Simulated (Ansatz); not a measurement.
TiSi2:
```cif
data_Si8Ti4
_chemical_formula_sum 'Ti4 Si8'
_space_group_name_H-M_alt 'Cmcm'
_space_group_IT_number 63
_space_group_name_Hall '-C 2c 2'
_cell_length_a 3.54627
_cell_length_b 13.56371
_cell_length_c 3.57945
_cell_angle_alpha 90.000
_cell_angle_beta 90.000
_cell_angle_gamma 90.000
loop_
_atom_site_label
_atom_site_type_symbol
_atom_site_symmetry_multiplicity
_atom_site_Wyckoff_symbol
_atom_site_fract_x
_atom_site_fract_y
_atom_site_fract_z
_atom_site_occupancy
Ti1 Ti 4 c 0.00000 0.10314 0.75000 1
Si1 Si 4 c 0.00000 0.55920 0.25000 1
Si2 Si 4 c 0.00000 0.24970 0.25000 1
```
(The calculation used a cell of 6 atoms; values per cell refer to that cell.)

Relaxed with PBE.

Decompose the optical modes at the zone centre into irreducible representations, and say which are infrared and Raman allowed.

Point group mmm: Γ_opt = 3Ag + 3B1g + 2B1u + 2B2u + 3B3g + 2B3u. Infrared: B1u, B2u, B3u. Raman: Ag, B1g, B3g.

Assign frequencies (DFPT, DFT-PBE in the program Ansatz with PAW potentials).

B1g 187, B3u 195, B1u 196, B2u 220, B3g 221, Ag 268, Ag 298, B2u 337, B1g 338, Ag 338, B3g 342, B1g 348, B1u 365, B3u 380, B3g 453 cm⁻¹.

Subscripts of B labels follow the axes of the standard setting.

The PBE relaxation kept the symmetry of its start; of distortions, only those at the zone centre were tested. No spin polarisation was allowed. As this level gives no gap, phonon frequencies hold no LO–TO term and depend on the k-mesh and smearing (Fermi–Dirac, 0.1 eV here).

Potentials: the later of the program's two PAW sets.
